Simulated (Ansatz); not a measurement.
Bi:
```cif
data_Bi2
_chemical_formula_sum 'Bi2'
_space_group_name_H-M_alt 'P 1'
_space_group_IT_number 1
_cell_length_a 4.68010
_cell_length_b 4.68010
_cell_length_c 4.68010
_cell_angle_alpha 57.826
_cell_angle_beta 57.826
_cell_angle_gamma 57.826
loop_
_space_group_symop_operation_xyz
  'x, y, z'
loop_
_atom_site_label
_atom_site_type_symbol
_atom_site_fract_x
_atom_site_fract_y
_atom_site_fract_z
_atom_site_occupancy
Bi1 Bi 0.23669 0.23669 0.23669 1
Bi2 Bi 0.76331 0.76331 0.76331 1
```

Relaxed with PBEsol.

Question: Which orbitals make up the states near the Fermi level in plane-wave PAW PBEsol (Ansatz code)?

Answer: Within 0.5 eV of the Fermi level: Bi 6p 88 %, Bi 6s 9 %. Projections are on Löwdin-orthogonalised atomic valence shells; empty p or d shells of many metals are not among them.

Question: Tabulate the density of states.

Answer: States/eV per cell of 2 atoms, in 0.25 eV bins, energy from the Fermi level.

| E (eV) | total | Bi 6p | Bi 6s |
|---|---|---|---|
| -7.85 | 0.11 | 0.01 | 0.11 |
| -7.60 | 0.06 | 0.00 | 0.06 |
| -7.35 | 0.00 | 0.00 | 0.00 |
| -7.10 | 0.00 | 0.00 | 0.00 |
| -6.85 | 0.00 | 0.00 | 0.00 |
| -6.60 | 0.00 | 0.00 | 0.00 |
| -6.35 | 0.00 | 0.00 | 0.00 |
| -6.10 | 0.00 | 0.00 | 0.00 |
| -5.85 | 0.00 | 0.00 | 0.00 |
| -5.60 | 0.00 | 0.00 | 0.00 |
| -5.35 | 0.00 | 0.00 | 0.00 |
| -5.10 | 0.00 | 0.00 | 0.00 |
| -4.85 | 0.13 | 0.13 | 0.00 |
| -4.60 | 0.48 | 0.47 | 0.01 |
| -4.35 | 0.70 | 0.69 | 0.01 |
| -4.10 | 0.82 | 0.79 | 0.02 |
| -3.85 | 0.92 | 0.89 | 0.02 |
| -3.60 | 1.06 | 1.02 | 0.03 |
| -3.35 | 1.24 | 1.19 | 0.04 |
| -3.10 | 1.56 | 1.50 | 0.05 |
| -2.85 | 1.68 | 1.62 | 0.05 |
| -2.60 | 1.68 | 1.60 | 0.06 |
| -2.35 | 1.66 | 1.57 | 0.07 |
| -2.10 | 1.64 | 1.54 | 0.07 |
| -1.85 | 1.64 | 1.54 | 0.08 |
| -1.60 | 1.66 | 1.55 | 0.08 |
| -1.35 | 1.61 | 1.50 | 0.09 |
| -1.10 | 1.60 | 1.49 | 0.09 |
| -0.85 | 1.52 | 1.39 | 0.10 |
| -0.60 | 1.35 | 1.22 | 0.10 |
| -0.35 | 0.88 | 0.78 | 0.07 |
| -0.10 | 0.19 | 0.17 | 0.02 |
| 0.15 | 0.15 | 0.13 | 0.02 |
| 0.40 | 0.75 | 0.66 | 0.07 |
| 0.65 | 1.57 | 1.40 | 0.12 |
| 0.90 | 1.38 | 1.24 | 0.10 |
| 1.15 | 1.22 | 1.10 | 0.07 |
| 1.40 | 1.15 | 1.05 | 0.06 |
| 1.65 | 1.12 | 1.02 | 0.06 |
| 1.90 | 1.12 | 1.02 | 0.05 |
| 2.15 | 1.14 | 1.03 | 0.05 |
| 2.40 | 1.25 | 1.09 | 0.04 |
| 2.65 | 1.78 | 1.33 | 0.04 |
| 2.90 | 1.50 | 1.21 | 0.03 |
| 3.15 | 1.13 | 1.01 | 0.02 |
| 3.40 | 1.18 | 1.00 | 0.02 |
| 3.65 | 1.57 | 1.14 | 0.02 |
| 3.90 | 1.28 | 0.92 | 0.02 |
| 4.15 | 1.00 | 0.74 | 0.01 |
| 4.40 | 1.47 | 0.80 | 0.01 |
| 4.65 | 1.87 | 0.85 | 0.01 |

Space group R-3m (A7 (α-As type)). The PBEsol relaxation kept the symmetry of its start; of distortions, only those at the zone centre were tested. Spin–orbit coupling is left out wherever it is not named.

Potentials: the earlier of the program's two PAW sets.
